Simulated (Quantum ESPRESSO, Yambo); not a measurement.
G0W0 results for Na3MoO3F3

Na$_{3}$MoO$_{3}$F$_{3}$ has the trigonal space group R3, hexagonal axes (No. 146), Pearson symbol hR10. Cell: a = 5.567 Å, b = 5.567 Å, c = 14.506 Å, α = 90.00°, β = 90.00°, γ = 120.00°. O on 9b has 1 Mo at 1.750 Å and 3 Na at 2.335–2.451 Å. F on 9b is coordinated by 1 Mo at 2.125 Å and 3 Na at 2.233–2.315 Å. Na1 on 3a is surrounded by 3 F at 2.315 Å and 3 O at 2.335 Å. Na2 on 3a sees 3 F at 2.233 Å and 3 O at 2.408 Å (octahedral). Na3 on 3a is surrounded by 3 F at 2.245 Å and 3 O at 2.451 Å. Mo on 3a is coordinated by 3 O at 1.750 Å and 3 F at 2.125 Å. (Neighbours: up to the widest gap in distance over summed covalent radii, below 1.35, at either atom; cation-cation contacts left out.)
(The calculation used a cell of 10 atoms; values per cell refer to that cell.)

The geometry is that of Materials Project entry mp-18753, symmetrised and not relaxed again.

Starting point: norm-conserving PBEsol (Quantum ESPRESSO, 88 Ry, no spin-orbit coupling). G0W0 in Yambo: 2×2×2 Γ-centred k mesh, bands 5 to 203 and a 7 Ry block in the screening, 203 bands in G with the Bruneval-Gonze terminator, plasmon pole fitted at 27.2 eV.

| Item | Result |
|---|---|
| PBEsol gap along the band path | 4.05 eV |
| PBEsol gap between the mesh's edge points (L → Z) | 4.09 eV |
| G0W0 gap between the same points | 7.23 eV |
| PBEsol smallest direct gap on the mesh (at Z) | 4.25 eV |
| G0W0 direct gap at that point | 7.41 eV |

```tsv
k point	band	E PBEsol (eV)	E QP (eV)	shift (eV)	Z
L	VB	0.00	-1.22	-1.22	0.79
L	CB	4.38	6.42	2.04	0.82
Z	VB	-0.16	-1.40	-1.24	0.79
Z	CB	4.09	6.01	1.92	0.83
```

Energies count from the PBEsol valence-band maximum.

Nearest settings tried, and what they do to the gap: 88 bands in G: +44 meV. Not varied: bands in W, block, mesh. So the settings aren't converged at that level. The k mesh is coarse.

Spin-orbit splittings are left out.
